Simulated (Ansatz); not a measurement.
BaNbNO₂ in space group P4/mmm (No. 123; Ba on 1a, Nb on 1d, N on 1c, O on 2e) at seven volumes, LDA (plane waves, PAW; program Ansatz), shape and atoms relaxed at each. One row is withheld.

| V (Å³/atom) | P (GPa) |
|---|---|
| 12.152 | 23.66 |
| 12.553 | 14.48 |
| 12.954 | 6.66 |
| 13.354 | 0.00 |
| 13.755 | ? |
| 14.155 | -10.45 |
| 14.556 | -14.50 |

Question: Fit the shown pressures and predict the withheld one.

Answer: Third-order Birch–Murnaghan: P = (3/2)B₀(x^(7/2) − x^(5/2))[1 + (3/4)(B′ − 4)(x − 1)] with x = (V₀/V)^(2/3). Least squares on the six rows gives V₀ = 13.355 Å³/atom, B₀ = 203.7 GPa, B′ = 4.39. At V = 13.755, x = 0.9805 and P = -5.63 GPa. The run itself gave -5.65 GPa.

The first step of the workflow began from a Materials Project structure, measured or hypothetical; the Crystallography Open Database copy checked does not list it. With N and O taken as one species the cell has the higher symmetry Pm-3m, so it may be an ordered model of a mixed-site phase. Its standing as an ambient phase is unchecked. The LDA relaxation kept the symmetry of its start. At this level the phase is dynamically unstable (imaginary phonons). No spin polarisation was allowed. Spin–orbit coupling is left out wherever it is not named.

Potentials: the later of the program's two PAW sets.
